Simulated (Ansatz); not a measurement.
## Structure relaxation, W

The start is a generated trial cell of W in the bcc structure type. A full variable-cell relaxation at zero pressure is run with PBEsol (plane waves to 420 eV, PAW, scalar-relativistic; Ansatz, a quantum-chemistry and plane-wave program). The first steps use a coarse 14×14×14 k-mesh.

Starting cell:
```
W
1.0
   -1.58000     1.58000     1.58000
    1.58000    -1.58000     1.58000
    1.58000     1.58000    -1.58000
W
1
Cartesian
  0.00000   0.00000   0.00000
```

Question: By how much does the energy per atom fall from start to end?

Answer: Under 0.01 eV/atom.

Question: How does the volume change?

Answer: -0.5 %, from 15.78 to 15.69 Å³/atom.

Question: How do the shortest distances between atoms change?

Answer: The closest pairs of elements (up to four, under 3.6 Å), start → end: W–W 2.74 → 2.73 Å.

Question: Is the relaxed structure metallic? Give its gap.

Answer: No gap (metallic).

Question: Write out the relaxed structure.

Answer: 
Space group Im-3m (No. 229); a = b = c = 3.154 Å, α = β = γ = 90.00°

```tsv
atom	site	symmetry	x	y	z
W	2a	m-3m	0.0000	0.0000	0.0000
```
(The calculation used a cell of 1 atom; values per cell refer to that cell.)

The space group stays Im-3m (No. 229) (the run could not lower it); the end is bcc (W type), with 1 atom in the primitive cell. Final values are on a 21×21×21 k-mesh of the relaxed cell. No spin polarisation in the result.

The run could not lose the symmetry of its start.
